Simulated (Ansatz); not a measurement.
SiO₂:
Space group P3₂21 (No. 154); a = 4.948 Å, b = 4.948 Å, c = 5.441 Å, α = 90.00°, β = 90.00°, γ = 120.00°

```json
[
 {"atom": "Si", "site": "3a", "symmetry": ".2.", "x": "0.5297", "y": "0.5297", "z": "0.0000"},
 {"atom": "O", "site": "6c", "symmetry": "1", "x": "0.2671", "y": "0.4125", "z": "0.2146"}
]
```

Relaxed with PBEsol. 

Problem. HSE06 on this cell (Ansatz, a quantum-chemistry and plane-wave program, PAW) gives a gap of 7.67 eV. What does PBEsol give?

Solution. 5.72 eV.

Cost on shared cores: the PBEsol run (SCF on a 7×7×5 mesh, then bands and DOS) roughly 50 core-seconds, the HSE06 run (SCF on 4×4×3, then a few points) about 90 core-seconds (a rough figure); the tasks are unlike.

Space group P3_221. The PBEsol relaxation kept the symmetry of its start.

Potentials: the earlier of the program's two PAW sets.

Ansatz is a plane-wave DFT program.
